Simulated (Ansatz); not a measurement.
**Pt3Te4 and the effect of the choice of potentials or basis**

```
Pt Te
1.0
     1.99400    1.15124   11.79667
    -1.99400    1.15124   11.79667
     0.00000   -2.30247   11.79667
Pt Te
3 4
Direct
  0.85400 0.85400 0.85400
  0.14600 0.14600 0.14600
  0.00000 0.00000 0.00000
  0.70500 0.70500 0.70500
  0.29500 0.29500 0.29500
  0.55700 0.55700 0.55700
  0.44300 0.44300 0.44300
```

Kept alike: task single point; functional PBEsol; k mesh 8 × 8 × 8; occupations fermi-dirac, width 0.05 eV; no spin polarisation. Program: Ansatz. Cutoffs run from 420 to 1388 eV. The mesh is that of the run's cell of 7 atoms. No spin-orbit coupling.

```csv
choice of potentials or basis,pressure (GPa)
Ansatz PAW (files of its older set among them) (made for PBE),-1.19
Ansatz PAW (made for PBE),-1.22
JTH PAW (made for PBE),0.19
PseudoDojo standard (PBEsol files),-1.36
PseudoDojo stringent (PBEsol files),-1.31
```

Pressure is positive in compression, with a Pulay correction for the finite cutoff. For a metal such a mesh leaves the last digits unconverged.

Q: What does the choice of potentials or basis change here?

A: The pressure runs from -1.36 (PseudoDojo standard (PBEsol files)) to 0.19 GPa (JTH PAW (made for PBE)).
